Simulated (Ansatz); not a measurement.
K: hydrostatic pressure series

These are results of DFT r2SCAN, scalar-relativistic, plane waves, PAW in Ansatz, not measurements. Settings: 500 eV cutoff, 6×6×4 k-mesh, Gaussian smearing of 0.10 eV, no spin polarisation.

Starting point, cell and atoms relaxed:

```yaml
crystal:
  lattice:
    - [4.31710, -4.31877, 0.00000]
    - [4.31710, 4.31877, 0.00000]
    - [0.00000, 0.00000, 11.59527]
  atoms:
    - { symbol: K, position: [0.50000, 0.00000, 0.31369] }
    - { symbol: K, position: [0.00000, 0.50000, 0.68631] }
    - { symbol: K, position: [0.00000, 0.50000, 0.31369] }
    - { symbol: K, position: [0.50000, 0.00000, 0.68631] }
    - { symbol: K, position: [0.00000, 0.00000, 0.00000] }
```

Cell and atoms are relaxed at each pressure within the symmetry of the start, at zero temperature, so transitions that lower the symmetry aren't seen. The k-mesh given is that at zero pressure and may differ at others.

**Question.** Give the structure at 3 GPa.

**Answer.**
```yaml
crystal:
  lattice:
    - [3.72352, -3.72353, 0.00000]
    - [3.72352, 3.72353, 0.00000]
    - [0.00000, 0.00000, 9.37203]
  atoms:
    - { symbol: K, position: [0.50000, 0.00000, 0.30690] }
    - { symbol: K, position: [0.00000, 0.50000, 0.69310] }
    - { symbol: K, position: [0.00000, 0.50000, 0.30690] }
    - { symbol: K, position: [0.50000, 0.00000, 0.69310] }
    - { symbol: K, position: [0.00000, 0.00000, 0.00000] }
```
The structure is tetragonal, space group P4/mmm (No. 123). Conventional cell: a = 5.266 Å, b = 5.266 Å, c = 9.372 Å, α = 90.00°, β = 90.00°, γ = 90.00°. K (site symmetry 2mm) is surrounded by 7 K at 3.62 to 3.90 Å. K (site symmetry 4/mmm) is surrounded by 8 K at 3.90 Å.

This form isn't the element's structure at ambient conditions.